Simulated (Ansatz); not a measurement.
One crystal and one scan (scan of one atom of the cell) at two levels, PBE (plane waves to 420 eV, PAW, scalar-relativistic; Ansatz, an electronic-structure program) and r2SCAN (plane waves to 500 eV, PAW, scalar-relativistic; Ansatz), each from its own relaxed cell and on its own mesh. The cell shown is that of PBE.

Starting cell, TiSi$_{2}$ (C49 type, space group Cmcm):

```
TiSi2
1.0
    1.77307    -6.78170     0.00000
    1.77307     6.78170     0.00000
    0.00000     0.00000     3.57984
Si Ti
4 2
Cartesian
  1.77307  -5.97909   2.68488
  1.77307   5.97909   0.89496
  1.77307   3.38704   2.68488
  1.77307  -3.38704   0.89496
  1.77307  -1.39956   2.68488
  1.77307   1.39956   0.89496
```

Scan: atom 1 (Si, nearest neighbour Si at 2.404 Å; its periodic images, 3.5 Å or more away, move with it) is displaced along Cartesian [110], direction (0.707, 0.707, 0.000) in Cartesian axes, by s. The other atoms stay.

Energies are smeared free energies. This is one of several known forms of TiSi2; the measured ambient cells at hand have space group No. 70. TiSi2 is run without spin polarisation. TiSi2 was relaxed with its symmetry unable to fall. With partly filled bands, energies and forces of such displacements shift with the k mesh and the smearing. Percentages come from the unrounded values. Both scans cover s from -0.480 to 0.480 Å.

```
quantity                                                            PBE  r2SCAN     PBE − r2SCAN
----------------------------------------------------------------  -----  ------  ---------------
Lattice constant a (Å)                                            3.546   3.527  +0.019 (+0.6 %)
Lattice constant b (Å)                                            13.56   13.52   +0.04 (+0.3 %)
Lattice constant c (Å)                                            3.580   3.565  +0.015 (+0.4 %)
Relaxed volume (Å³/atom)                                          14.35   14.16   +0.19 (+1.3 %)
Energy at s = 0.480 Å (meV/cell)                                    921     984     -63 (-6.4 %)
Force along the line at s = -0.480 Å (eV/Å)                       4.387   4.708  -0.321 (-6.8 %)
Force constant k = d²E/ds² at s = 0 (finite differences) (eV/Å²)   8.34    8.96   -0.62 (-6.9 %)
```

PBE gives the higher value for: lattice constant a; lattice constant b; lattice constant c; relaxed volume. PBE gives the lower value for: energy at s = 0.480 Å; force along the line at s = -0.480 Å; force constant k = d²E/ds² at s = 0. Both give the same symmetry of the curve: not even: the negative side lies higher at ±0.480 Å. Neither level is exact: the differences show how much the result hangs on the functional.

ΔE (meV/cell), each from the undisplaced structure of its own level:

```
s (Å)    PBE  r2SCAN
------  ----  ------
-0.480  1003    1076
-0.384   631     677
-0.288   351     377
-0.192   155     166
-0.096    39      41
0.000      0       0
0.096     38      41
0.192    152     163
0.288    340     364
0.384    597     639
0.480    921     984
```

(For displaced atoms, the force is minus the slope of the energy, and its curvature is a force constant, which sets phonon frequencies.)
